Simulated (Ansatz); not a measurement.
# Thermal properties of MoW3 from its phonons

Theory: DFT PBE, scalar-relativistic, plane waves, PAW in Ansatz. Cutoff 420 eV, 12×12×12 k-points (Γ-centred), Fermi-Dirac smearing of 0.15 eV. No spin polarisation. Phonons by linear response, acoustic sum rule imposed.

The cell, relaxed at this level:
```yaml
crystal:
  lattice:
    - [0.00000, 3.17831, 3.17831]
    - [3.17831, 0.00000, 3.17831]
    - [3.17831, 3.17831, 0.00000]
  atoms:
    - { symbol: Mo, position: [0.00000, 0.00000, 0.00000] }
    - { symbol: W, position: [0.75000, 0.75000, 0.75000] }
    - { symbol: W, position: [0.50000, 0.50000, 0.50000] }
    - { symbol: W, position: [0.25000, 0.25000, 0.25000] }
```

The cell was found from a structure generator's guess, not taken from experiment. In a metal, frequencies and elastic constants depend on the k mesh and the smearing, soft modes and shear constants most. Spin–orbit coupling is left out, which matters for heavy elements. The q mesh is coarse, so values between its points are rough.

Force constants from linear response on a 2×2×2 q mesh, interpolated to a fine mesh.

Phonon density of states, in bins of 5 cm⁻¹:
(bin centre (cm⁻¹), share of modes (%)): (2.5, 0.0), (7.5, 0.0), (12.5, 0.0), (17.5, 0.0), (22.5, 0.0), (27.5, 0.0), (32.5, 0.1), (37.5, 0.1), (42.5, 0.1), (47.5, 0.2), (52.5, 0.2), (57.5, 0.3), (62.5, 0.3), (67.5, 0.4), (72.5, 0.5), (77.5, 0.6), (82.5, 0.7), (87.5, 0.8), (92.5, 0.9), (97.5, 1.1), (102.5, 1.4), (107.5, 1.6), (112.5, 2.1), (117.5, 3.0), (122.5, 3.1), (127.5, 2.7), (132.5, 2.7), (137.5, 4.6), (142.5, 4.3), (147.5, 5.4), (152.5, 5.1), (157.5, 7.0), (162.5, 4.2), (167.5, 5.7), (172.5, 6.5), (177.5, 3.7), (182.5, 3.0), (187.5, 1.8), (192.5, 0.9), (197.5, 0.0), (202.5, 0.0), (207.5, 0.0), (212.5, 1.3), (217.5, 2.3), (222.5, 7.3), (227.5, 6.6), (232.5, 6.5), (237.5, 1.0)

Q: How much zero-point energy does an atom carry?

A: 30.7 meV.

Q: How large are the vibrational entropy and heat capacity at 300 K?

A: S = 3.91 k_B and C_V = 2.84 k_B per atom, 95 % of the Dulong–Petit value.

Q: Tabulate them against temperature.

A:
```tsv
T (K)	F_vib (meV/atom)	S (k_B/atom)	C_V (k_B/atom)
100	27.4	1.17	1.91
200	9.9	2.79	2.66
300	-19.2	3.91	2.84
400	-56.6	4.73	2.91
500	-100.3	5.39	2.94
600	-149.1	5.93	2.96
700	-202.2	6.38	2.97
800	-258.9	6.78	2.98
900	-318.9	7.13	2.98
1000	-381.7	7.44	2.98
```
